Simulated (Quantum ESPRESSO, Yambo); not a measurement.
## MoS$_{2}$: DFT and GW levels

```
MoS2
1.0
    1.57689     0.91042     5.99618
   -1.57689     0.91042     5.99618
    0.00000    -1.82084     5.99618
S Mo
2 1
Direct
  0.42007   0.42007   0.42007
  0.24619   0.24619   0.24619
  0.99976   0.99976   0.99976
```

Cell and atoms were relaxed with PBE+D3(BJ) from Materials Project entry mp-1434, within its symmetry.

Starting point: PBEsol (Quantum ESPRESSO, PseudoDojo norm-conserving, 80 Ry, with spin-orbit coupling). G0W0 in Yambo: 4×4×4 Γ-centred k mesh, bands 3 to 214 and a 8 Ry block in the screening, 214 bands in G with the Bruneval-Gonze terminator, plasmon pole fitted at 27.2 eV.

```yaml
PBEsol gap along the band path: 0.70 eV
PBEsol gap between the mesh's edge points (Z → (0, 0.25, -0.25)): 1.02 eV
G0W0 gap between the same points: 1.52 eV
PBEsol smallest direct gap on the mesh (at Z): 2.03 eV
G0W0 direct gap at that point: 2.44 eV
estimate of the fundamental G0W0 gap (path gap plus the correction; the mesh misses a band edge): 1.20 eV
```

```csv
k point,band,E PBEsol (eV),E QP (eV),shift (eV),Z
Γ,VB,-1.08,-1.63,-0.56,0.78
Γ,CB,1.89,2.19,0.31,0.78
L,VB,-1.56,-1.93,-0.37,0.79
L,CB,1.56,2.16,0.60,0.78
"(0, 0.25, -0.25)",VB,-1.24,-1.34,-0.11,0.78
"(0, 0.25, -0.25)",CB,1.02,1.41,0.38,0.79
F,VB,-1.40,-1.69,-0.29,0.79
F,CB,1.50,2.11,0.61,0.78
Z,VB−2,-2.22,-2.42,-0.19,0.78
Z,VB−1,0.00,-0.11,-0.11,0.78
Z,VB,0.00,-0.11,-0.11,0.78
Z,CB,2.03,2.32,0.30,0.78
Z,CB+1,2.03,2.32,0.30,0.78
```

Energies count from the PBEsol valence-band maximum.

Convergence of the G0W0 settings was not tested.
